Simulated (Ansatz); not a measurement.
K₂Sn₂O₃:
```cif
data_K8O12Sn8
_chemical_formula_sum 'K8 Sn8 O12'
_space_group_name_H-M_alt 'I213'
_space_group_IT_number 199
_space_group_name_Hall 'I 2b 2c 3'
_cell_length_a 8.31154
_cell_length_b 8.31154
_cell_length_c 8.31154
_cell_angle_alpha 90.000
_cell_angle_beta 90.000
_cell_angle_gamma 90.000
loop_
_atom_site_label
_atom_site_type_symbol
_atom_site_symmetry_multiplicity
_atom_site_Wyckoff_symbol
_atom_site_fract_x
_atom_site_fract_y
_atom_site_fract_z
_atom_site_occupancy
K1 K 8 a 0.23970 0.23970 0.23970 1
Sn1 Sn 8 a 0.00289 0.00289 0.00289 1
O1 O 12 b 0.02287 0.50000 0.25000 1
```
(The calculation used a cell of 14 atoms; values per cell refer to that cell.)

Relaxed with PBEsol. 

**Question.** HSE06 on this cell (Ansatz, an electronic-structure program, PAW) gives a gap of 1.76 eV. What does PBEsol give?

**Answer.** 1.07 eV.

Cost on shared cores: the PBEsol run (SCF on a 5×5×5 mesh, then bands and DOS) about 4 core-minutes (a rough figure), the HSE06 run (SCF on 3×3×3, then a few points) roughly 9 core-minutes; the tasks are unlike.

Space group I2_13. The first step of the workflow began from a Materials Project structure, measured or hypothetical; the Crystallography Open Database copy checked does not list it. COD files the formula under space group No. 166. Its standing as an ambient phase is unchecked. Symmetry was held in the PBEsol relaxation; its stability against distortions is not shown here. Spin–orbit coupling is left out wherever it is not named.

Potentials: the earlier of the program's two PAW sets. The files were generated under PBE; for other functionals the program regenerates the frozen cores, and for LDA and PBEsol the local potential too.

Ansatz is a plane-wave DFT program.
